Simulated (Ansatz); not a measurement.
Si$_{2}$H$_{2}$O$_{3}$:
```yaml
crystal:
  lattice:
    - [4.46596, 2.57842, 4.95418]
    - [-4.46596, 2.57842, 4.95418]
    - [0.00000, -5.15685, 4.95418]
  atoms:
    - { symbol: Si, position: [0.77220, 0.67244, 0.23707] }
    - { symbol: Si, position: [0.22780, 0.32756, 0.76293] }
    - { symbol: Si, position: [0.23707, 0.77220, 0.67244] }
    - { symbol: Si, position: [0.76293, 0.22780, 0.32756] }
    - { symbol: Si, position: [0.67244, 0.23707, 0.77220] }
    - { symbol: Si, position: [0.32756, 0.76293, 0.22780] }
    - { symbol: Si, position: [0.68186, 0.68186, 0.68186] }
    - { symbol: Si, position: [0.31814, 0.31814, 0.31814] }
    - { symbol: H, position: [0.91809, 0.76666, 0.09409] }
    - { symbol: H, position: [0.08191, 0.23334, 0.90591] }
    - { symbol: H, position: [0.09409, 0.91809, 0.76666] }
    - { symbol: H, position: [0.90591, 0.08191, 0.23334] }
    - { symbol: H, position: [0.76666, 0.09409, 0.91809] }
    - { symbol: H, position: [0.23334, 0.90591, 0.08191] }
    - { symbol: H, position: [0.77978, 0.77978, 0.77978] }
    - { symbol: H, position: [0.22022, 0.22022, 0.22022] }
    - { symbol: O, position: [0.27198, 0.55168, 0.24016] }
    - { symbol: O, position: [0.72802, 0.44832, 0.75984] }
    - { symbol: O, position: [0.24016, 0.27198, 0.55168] }
    - { symbol: O, position: [0.75984, 0.72802, 0.44832] }
    - { symbol: O, position: [0.55168, 0.24016, 0.27198] }
    - { symbol: O, position: [0.44832, 0.75984, 0.72802] }
    - { symbol: O, position: [0.25270, 0.83079, 0.43797] }
    - { symbol: O, position: [0.74730, 0.16921, 0.56203] }
    - { symbol: O, position: [0.43797, 0.25270, 0.83079] }
    - { symbol: O, position: [0.56203, 0.74730, 0.16921] }
    - { symbol: O, position: [0.83079, 0.43797, 0.25270] }
    - { symbol: O, position: [0.16921, 0.56203, 0.74730] }
```

Relaxed with r²SCAN+D4. Independent-particle spectrum: no excitons, no local fields, no scissors shift; 0.1 eV broadening; ε₁ of the summed bands alone.

Problem. Tabulate the dielectric function from plane-wave PAW r²SCAN+D4 (Ansatz code).

Solution. 

| E (eV) | ε₁ xx | ε₂ xx | ε₁ zz | ε₂ zz |
|---|---|---|---|---|
| 0.0 | 2.35 | 0.00 | 2.35 | 0.00 |
| 0.5 | 2.35 | 0.00 | 2.35 | 0.00 |
| 1.0 | 2.36 | 0.00 | 2.36 | 0.00 |
| 1.5 | 2.37 | 0.00 | 2.38 | 0.00 |
| 2.0 | 2.39 | 0.00 | 2.40 | 0.00 |
| 2.5 | 2.41 | 0.00 | 2.42 | 0.00 |
| 3.0 | 2.45 | 0.00 | 2.45 | 0.00 |
| 3.5 | 2.49 | 0.00 | 2.50 | 0.00 |
| 4.0 | 2.54 | 0.00 | 2.55 | 0.00 |
| 4.5 | 2.60 | 0.00 | 2.61 | 0.00 |
| 5.0 | 2.69 | 0.00 | 2.69 | 0.00 |
| 5.5 | 2.79 | 0.00 | 2.80 | 0.00 |
| 6.0 | 2.93 | 0.00 | 2.94 | 0.00 |
| 6.5 | 3.12 | 0.00 | 3.13 | 0.00 |
| 7.0 | 3.42 | 0.00 | 3.42 | 0.00 |
| 7.5 | 4.00 | 0.02 | 3.99 | 0.01 |
| 8.0 | 4.86 | 1.36 | 4.96 | 0.95 |
| 8.5 | 3.94 | 2.91 | 4.75 | 2.52 |
| 9.0 | 3.49 | 2.83 | 3.16 | 3.63 |
| 9.5 | 2.51 | 3.00 | 1.70 | 2.87 |
| 10.0 | 2.03 | 2.54 | 1.61 | 2.10 |
| 10.5 | 2.05 | 2.30 | 2.60 | 1.80 |
| 11.0 | 1.81 | 2.47 | 1.77 | 2.78 |
| 11.5 | 1.71 | 2.30 | 1.50 | 2.14 |
| 12.0 | 1.65 | 2.13 | 1.80 | 2.21 |

Problem. From ε at 9.0 eV (xx: 3.49 + 2.83i), find n, k, the normal reflectivity and the absorption coefficient.

Solution. n = 2.00, k = 0.708, R = 16 %, α = 2kE/ħc = 650000 cm⁻¹.

With all bands, ε∞ without local fields is 2.47 (xx = yy), 2.47 (zz).

Space group R-3. The workflow started from a Materials Project entry (that database holds measured and hypothetical structures alike); the Crystallography Open Database files this formula in space group No. 148, but the cells were not matched. Its standing as an ambient phase is unchecked. Symmetry was held in the r²SCAN+D4 relaxation; whether a distortion lowers the energy is not shown.

Potentials: the later of the program's two PAW sets.
